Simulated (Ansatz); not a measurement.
Data:

InBi:
```
InBi
1.0
    0.00000     3.36052     3.36052
    3.36052     0.00000     3.36052
    3.36052     3.36052     0.00000
In Bi
1 1
Cartesian
  0.00000   0.00000   0.00000
  5.04079   5.04079   5.04079
```

This is the PBEsol-relaxed structure.

**Question.** All from DFT-PBEsol in the program Ansatz with PAW potentials, unless another level is named. Predict the density of states at the Fermi level.

**Answer.** 0.05 states/eV per atom (mean over ±0.08 eV).

**Question.** Next, the formation energy from the elements (no fitted shifts)?

**Answer.** 0.053 eV/atom.

**Question.** Give the gap with spin–orbit coupling.

**Answer.** none (metallic).

Space group F-43m (zinc blende). The workflow started from a Materials Project entry (that database holds measured and hypothetical structures alike); the Crystallography Open Database copy checked does not list it. COD files the formula under space group No. 129, so this cell is another polymorph or a model. With In and Bi taken as one species the cell has the higher symmetry Fd-3m, so it may be an ordered model of a mixed-site phase. Whether it is the stable phase at ambient conditions was not checked. The PBEsol relaxation kept the symmetry of its start; of distortions, only those at the zone centre were tested. The references are the lowest solids computed at this level, not always the standard phases. Spin–orbit coupling is left out wherever it is not named.

Potentials: the later of the program's two PAW sets.
